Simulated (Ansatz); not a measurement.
Starting cell, Au (fcc, Cu type):

```
CELL_PARAMETERS angstrom
      4.12408     0.00000     0.00000
      0.00000     4.12408     0.00000
      0.00000     0.00000     4.12408
ATOMIC_POSITIONS crystal
  Au 0.00000 0.00000 0.00000
  Au 0.50000 0.50000 0.00000
  Au 0.50000 0.00000 0.50000
  Au 0.00000 0.50000 0.50000
```

In this cell atom 3 (Au, nearest neighbour Au at 2.916 Å; its periodic images, 4.1 Å or more away, move with it) is moved by s towards the nearest neighbour, unit vector (-0.707, 0.000, -0.707); all other atoms and the cell stay fixed.

Calculation: r2SCAN (plane waves to 500 eV, PAW, scalar-relativistic; Ansatz, a quantum-chemistry and plane-wave program). k mesh 9×9×9 (Γ-centred), Fermi-Dirac smearing 0.05 eV. Energies are smeared free energies. With partly filled bands, energies and forces of such displacements shift with the k mesh and the smearing. On this mesh the relaxed cell isn't quite at rest: it carries a pressure of -0.1 GPa (compression positive) at the zero of the scan. Au was relaxed with its symmetry unable to fall. Spin-orbit coupling is left out, though Au is heavy. ΔE is measured from the undisplaced structure. The last digit holds for this mesh only.

```csv
s (Å),ΔE (meV/cell)
-0.290,263.0
-0.232,162.4
-0.174,88.8
-0.116,withheld
-0.058,9.6
0.000,0.0
0.058,9.6
0.116,withheld
0.174,88.8
0.232,162.4
0.290,263.0
```

Problem. Fit an even polynomial form (powers 2, 4) to the given rows and predict ΔE at s = 0.116.

Solution. Least squares on the 9 given rows: ΔE = (2823)·s² + (3615)·s⁴, in meV/cell with s in Å; root-mean-square residual 0.03 meV/cell. At 0.116 the fit gives 38.6 meV/cell; the calculation gives 38.7 meV/cell, so the interpolation is off by -0.1 (-0.3 %). The quadratic term alone would give 38.0 meV/cell.

(For displaced atoms, the force is minus the slope of the energy, and its curvature is a force constant, which sets phonon frequencies.)
